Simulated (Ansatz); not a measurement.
BN (rock salt, Fm-3m), a = 3.483 Å, b = 3.483 Å, c = 3.483 Å, α = 90.00°, β = 90.00°, γ = 90.00°; the cell used has 2 atoms.

Relaxed with PBEsol. PBEsol (plane waves, PAW; program Ansatz) gives a gap of 1.28 eV.

What gap does HSE06 give on the same cell (Ansatz, PAW)?

2.25 eV, 0.96 eV more. The hybrid was solved on a coarser mesh and at special points; its gap is the smallest among all of these.

| k | v1 PBEsol | c1 PBEsol | v1 HSE06 | c1 HSE06 |
|---|---|---|---|---|
| X | -5.77 | 1.28 | -6.26 | 2.25 |
| L | -0.71 | 5.16 | (withheld) | (withheld) |
| W | -7.08 | 7.20 | (withheld) | (withheld) |
| K | -4.50 | 3.29 | (withheld) | (withheld) |

Top valence (v1) and lowest conduction level (c1) in eV from each method's valence maximum (which need not be a listed point): supply the withheld HSE06 values.


- W, v1 HSE06: -7.67
- W, c1 HSE06: 8.69
- L, v1 HSE06: -0.75
- L, c1 HSE06: 6.53
- K, v1 HSE06: -4.85
- K, c1 HSE06: 4.46

Cost on shared cores: the PBEsol run (SCF on a 14×14×14 mesh, then bands and DOS) very roughly 7 core-seconds, the HSE06 run (SCF on 10×10×10, then a few points) very roughly 70 core-seconds; the tasks are unlike.

The start of the workflow was typed in or built on a structure type; neither database checked (COD, Materials Project) lists it. It is not the phase usual at ambient conditions (space group No. 186, 194, 216). Symmetry was held in the PBEsol relaxation. At this level the phase is dynamically unstable (imaginary phonons). Its formation energy is positive at this level, so the cell may be metastable or incomplete.

Potentials: the later of the program's two PAW sets.
